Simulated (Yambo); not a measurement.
## How GW settings move the gap: PtS2 monolayer

G0W0@LDA for a free-standing PtS₂ monolayer (symmetry P-3m1, slab cell 15.5 Å high) in Yambo. Reference settings: 6×6×1 Γ-centred k mesh, bands 5 to 94 and a 6 Ry block in the screening, 94 bands in G with the Bruneval-Gonze terminator, plasmon pole fitted at 27.2 eV, slab-truncated Coulomb interaction, stochastic integration of W near q = 0. The LDA gap (0.167, 0.167) → (0, 0.167) on this mesh is 2.07 eV; G0W0 gaps are taken between the same points.

```tsv
change from the reference	G0W0 gap (0.167, 0.167) → (0, 0.167) (eV)	shift of the valence edge (eV)	rough Yambo cost
reference settings	3.32	-0.49	1
74 bands in W, 74 bands in G	3.33	-0.43	within a factor of two
wavefunctions cut at 30 Ry	3.33	-0.48	within a factor of two
25 bands in W, 25 bands in G, 4 Ry block	3.32	0.01	about 1/4
25 bands in W, 25 bands in G, 5 Ry block	3.35	-0.02	about 1/3
38 bands in W, 38 bands in G, 4 Ry block	3.27	-0.17	about 1/3
38 bands in W, 38 bands in G, 5 Ry block	3.30	-0.21	about 1/3
54 bands in W, 54 bands in G, 3 Ry block	3.24	-0.21	about 1/2
74 bands in W, 74 bands in G, 3 Ry block	3.23	-0.26	within a factor of two
2 Ry block	3.25	-0.26	within a factor of two
74 bands in W, 74 bands in G, 5 Ry block	3.30	-0.39	within a factor of two
3 Ry block	3.22	-0.30	within a factor of two
4 Ry block	3.25	-0.36	within a factor of two
5 Ry block	3.30	-0.44	within a factor of two
3 Ry block, no terminator	3.27	-0.17	within a factor of two
```

The reference isn't shown to be the converged limit. Costs are rough (shared machines), scaled to the same edge states, and given only for runs that recompute the screening. In the run with 94 bands and a 6 Ry block, which covers more k points, the smallest G0W0 gap is 3.26 eV, (0, 0.167) → (0, 0.167). The mesh misses a band edge: along a dense path the LDA gap is 1.77 eV against 2.07 eV on the mesh.

Without spin-orbit coupling, band edges of such heavy elements can be off by tenths of an eV.

Geometry relaxed with LDA; primitive cell a = 3.513 Å, b = 3.513 Å, c = 15.500 Å, α = 90.00°, β = 90.00°, γ = 120.00°.

A shift is the quasiparticle energy of the state minus its LDA energy.
